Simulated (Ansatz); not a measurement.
Given:

BW:
Space group Cmcm (No. 63); a = 3.135 Å, b = 8.412 Å, c = 3.059 Å, α = β = γ = 90.00°

```csv
atom,site,symmetry,x,y,z
B,4c,m2m,0.0000,0.4393,0.2500
W,4c,m2m,0.0000,0.1449,0.2500
```
(The calculation used a cell of 4 atoms; values per cell refer to that cell.)

This is the LDA-relaxed structure.

Question: All from LDA (plane waves, PAW; program Ansatz), unless another level is named. Predict the bulk modulus (Birch–Murnaghan fit).

Answer: 372 GPa.

Question: Give the highest zone-centre frequency.

Answer: 684 cm^-1.

The first step of the workflow began from a Materials Project structure, measured or hypothetical; the Crystallography Open Database copy checked does not list it. COD files the formula under space group No. 141. Its standing as an ambient phase is unchecked. Symmetry was held in the LDA relaxation; whether a distortion lowers the energy is not shown. The run is not spin-polarised. As this level gives no gap, phonon frequencies hold no LO–TO term and depend on the k-mesh and smearing (Fermi–Dirac, 0.1 eV here). Scalar-relativistic: spin–orbit coupling is off unless named, which matters more the heavier the elements.

Potentials: the later of the program's two PAW sets.
